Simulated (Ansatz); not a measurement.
Os (bcc): energy against volume

These are results of DFT, LDA (PW92), plane waves (420 eV) with PAW, scalar-relativistic (Ansatz 0.2.0), not measurements. The PAW files were generated under PBE, with cores re-solved for the functional.

The cell is scaled uniformly from the relaxed one, with fractional coordinates and shape fixed. Energies are extrapolated to zero smearing, pressures are those at the given smearing. Magnetic state: spin not included.

A Birch-Murnaghan fit gives V₀ = 14.14 Å³/atom, B₀ = 399 GPa, B₀′ = 4.7.

Task: What are the energy above the minimum and the pressure at 12.456 Å³/atom?

Result: 319.0 meV/atom and 68.65 GPa as computed.

Task: What are the energy above the minimum and the pressure at 14.721 Å³/atom?

Result: 27.3 meV/atom and -14.16 GPa as computed.

Task: What are the energy above the minimum and the pressure at 15.287 Å³/atom?

Result: 99.6 meV/atom and -25.43 GPa as computed.
